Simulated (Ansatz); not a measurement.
Does relaxation matter for the field gradients of Al2O3 with sulfur replacing O?

Start: a supercell of Al2O3 (corundum type, R-3c) built from a computed structure from the Materials Project (it need not be an observed phase), with all atoms left at the host's positions.

Space group C2 (No. 5); a = 10.3559, b = 9.6101, c = 7.0640 Å, β = 95.84°.

```
site  Wyckoff  site symmetry       x       y       z
 Al1       4c              1  0.6479  0.0000  0.1021
 Al2       4c              1  0.1479  0.0000  0.1021
 Al3       4c              1  0.3979  0.7500  0.6021
 Al4       4c              1  0.3979  0.2500  0.6021
 Al9       4c              1  0.1479  0.0000  0.6021
Al10       4c              1  0.6479  0.0000  0.6021
Al11       4c              1  0.3979  0.2500  0.1021
Al12       4c              1  0.3979  0.7500  0.1021
   S       2b              2  0.5000  0.9031  0.5000
 O18       2b              2  0.5000  0.4031  0.5000
 O19       4c              1  0.7500  0.1531  0.0000
 O21       4c              1  0.5765  0.8265  0.1531
 O22       4c              1  0.5765  0.3265  0.1531
 O23       4c              1  0.8265  0.0765  0.6531
 O24       4c              1  0.3265  0.0765  0.6531
 O25       4c              1  0.4235  0.1735  0.3469
 O26       4c              1  0.4235  0.6735  0.3469
 O27       4c              1  0.1735  0.9235  0.8469
 O28       4c              1  0.6735  0.9235  0.8469
 O37       2a              2  0.5000  0.0969  0.0000
 O38       2a              2  0.5000  0.5969  0.0000
 O39       4c              1  0.2500  0.8469  0.5000
```

One atom of each set is listed; the run and its k-mesh use a cell of 40 atoms with edges of 7.06, 7.06, 7.06 Å.

The numbers come from a DFT calculation in Ansatz (PBE, plane waves and PAW, scalar-relativistic, 420 eV cutoff, Γ-centred 3×3×3 k-points, Fermi–Dirac smearing 0.01 eV).

The largest force at the start is 9.5 eV/Å. Relaxing the ions at fixed cell moves them by 0.278 Å at most (atom 10, Al) and 0.085 Å rms.

```csv
site,moved (Å),first shell before,first shell after,V_zz before (10²¹ V/m²),η before
Al2,0.087,6 O at 1.87–1.99 Å,6 O at 1.83–1.99 Å,0.53,0.01
Al3,0.100,"5 O at 1.87–1.99 Å, 1 S at 1.99 Å","5 O at 1.80–2.06 Å, 1 S at 2.18 Å",-2.63,0.19
Al4,0.025,6 O at 1.87–1.99 Å,6 O at 1.84–2.00 Å,0.56,0.17
Al9,0.063,6 O at 1.87–1.99 Å,6 O at 1.83–2.08 Å,0.53,0.04
Al10,0.278,"5 O at 1.87–1.99 Å, 1 S at 1.87 Å","5 O at 1.80–2.07 Å, 1 S at 2.09 Å",-4.07,0.14
Al11,0.029,6 O at 1.87–1.99 Å,6 O at 1.85–1.99 Å,0.54,0.05
Al12,0.023,6 O at 1.87–1.99 Å,6 O at 1.86–2.01 Å,0.53,0.05
S,0.121,4 Al at 1.87–1.99 Å,4 Al at 2.09–2.18 Å,-0.73,0.12
O18,0.003,4 Al at 1.87–1.99 Å,4 Al at 1.84–1.98 Å,-3.97,0.51
O24,0.081,4 Al at 1.87–1.99 Å,4 Al at 1.87–2.04 Å,-3.88,0.54
O25,0.068,4 Al at 1.87–1.99 Å,4 Al at 1.85–2.00 Å,-4.01,0.48
O26,0.047,4 Al at 1.87–1.99 Å,4 Al at 1.84–2.06 Å,-3.69,0.71
O39,0.068,4 Al at 1.87–1.99 Å,4 Al at 1.84–2.07 Å,-3.67,0.35
```

Q: What are V_zz and η after the relaxation?

A: 

| site | V_zz after | η after | change of V_zz |
| --- | --- | --- | --- |
| Al2 | -0.74 | 0.55 | – |
| Al3 | -2.70 | 0.27 | -0.07 |
| Al4 | 0.74 | 0.91 | +0.18 |
| Al9 | 1.35 | 0.58 | +0.82 |
| Al10 | -3.16 | 0.37 | +0.91 |
| Al11 | 0.62 | 0.86 | +0.08 |
| Al12 | -0.94 | 0.55 | – |
| S | -2.91 | 0.56 | -2.18 |
| O18 | -3.21 | 0.34 | +0.76 |
| O24 | -5.84 | 0.26 | -1.96 |
| O25 | -5.30 | 0.08 | -1.29 |
| O26 | 3.71 | 0.89 | – |
| O39 | -3.38 | 0.65 | +0.29 |

The largest change of V_zz along a kept axis is on S, from -0.73 to -2.91. Where |V_zz| stays above 0.1 and the axes keep their order, η moves most on Al11, from 0.05 to 0.86. On S V_xx and V_yy change places (or their axes turn by over 50°), so the two values of η hide a larger change. On O26, Al2, Al12 the largest principal value lies along another axis in the second run, so the two V_zz can't be compared directly. The table leaves out 9 of the 22 sites, with |V_zz| up to 4.17; their tensors move by 1.19 at most along any direction. The statements above cover all sites. The host's own positions weren't relaxed first, so part of the change far from the defect can be the host's relaxation.

The defect repeats with the cell of 40 atoms, so it feels its images: sites between two images don't show the values beside a lone defect, and zeros or small values of η there can come from the images' arrangement. Al and O carry a gradient in the pure host already, so the values there aren't the defect's effect alone.
Before: The cell keeps the host's lattice, where the PBE pressure is 12 GPa. The neighbours have not yet relaxed around the defect (largest force 9.5 eV/Å), so the values at and beside it are those of a strained start, not of the defect in a real crystal.
After: The relaxation keeps the site symmetry 2 of the start, so the impurity can move only along its axis; a start off the site could end lower. The cell keeps the host's lattice, where the PBE pressure is 10 GPa.
